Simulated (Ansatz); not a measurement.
Data:

AlRu:
Space group Fm-3m (No. 225); a = 4.9298 Å, b = 4.9298 Å, c = 4.9298 Å, α = 90.00°, β = 90.00°, γ = 90.00°

| atom | site | symmetry | x | y | z |
|---|---|---|---|---|---|
| Ru | 4a | m-3m | 0.0000 | 0.0000 | 0.0000 |
| Al | 4b | m-3m | 0.5000 | 0.5000 | 0.5000 |
(The calculation used a cell of 2 atoms; values per cell refer to that cell.)

This is the PBEsol-relaxed structure.

**Question.** All from the program Ansatz at the PBEsol level (PAW), unless another level is named. Give the density of states at the Fermi level.

**Answer.** 1.1 states/eV per atom (mean over ±0.08 eV).

**Question.** Give the formation energy from the elements (no fitted shifts).

**Answer.** 0.22 eV/atom.

The start of the workflow was typed in or built on a structure type; neither database checked (COD, Materials Project) lists it. COD files the formula under space group No. 221. Its standing as an ambient phase is unchecked. The cell was relaxed with PBEsol under the symmetry of its start. At this level the phase is mechanically unstable. No spin polarisation was allowed. Its formation energy is positive at this level, so the cell may be metastable or incomplete. The references are the lowest solids computed at this level, not always the standard phases. Scalar-relativistic: spin–orbit coupling is off unless named, which matters more the heavier the elements.

Potentials: the earlier of the program's two PAW sets. The files were generated under PBE; for other functionals the program regenerates the frozen cores, and for LDA and PBEsol the local potential too.
